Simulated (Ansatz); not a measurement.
Relaxed-ion elastic tensor of SnO (zinc blende, F-43m) in GPa (Voigt order), PBEsol (plane waves, PAW; program Ansatz); density 5.76 g/cm³, 19.43 Å³ per atom.

```
 67.9   66.4   66.4    0.0    0.0    0.0
 66.4   67.9   66.4    0.0    0.0    0.0
 66.4   66.4   67.9    0.0    0.0    0.0
  0.0    0.0    0.0  -38.8    0.0    0.0
  0.0    0.0    0.0    0.0  -38.8    0.0
  0.0    0.0    0.0    0.0    0.0  -38.8
```

**Question.** Is the crystal mechanically stable?

**Answer.** No: the smallest eigenvalue of C is -38.8 GPa.

The start of the workflow was typed in or built on a structure type; neither database checked (COD, Materials Project) lists it. It is not the phase usual at ambient conditions (space group No. 129). Symmetry was held in the PBEsol relaxation. At this level the phase is mechanically unstable. The volume moved by 16 % from the start of the relaxation. As this level gives no gap, shear constants depend on the k-mesh and smearing (Fermi–Dirac, 0.1 eV here). Scalar-relativistic: spin–orbit coupling is off unless named, which matters more the heavier the elements.

Potentials: the later of the program's two PAW sets.
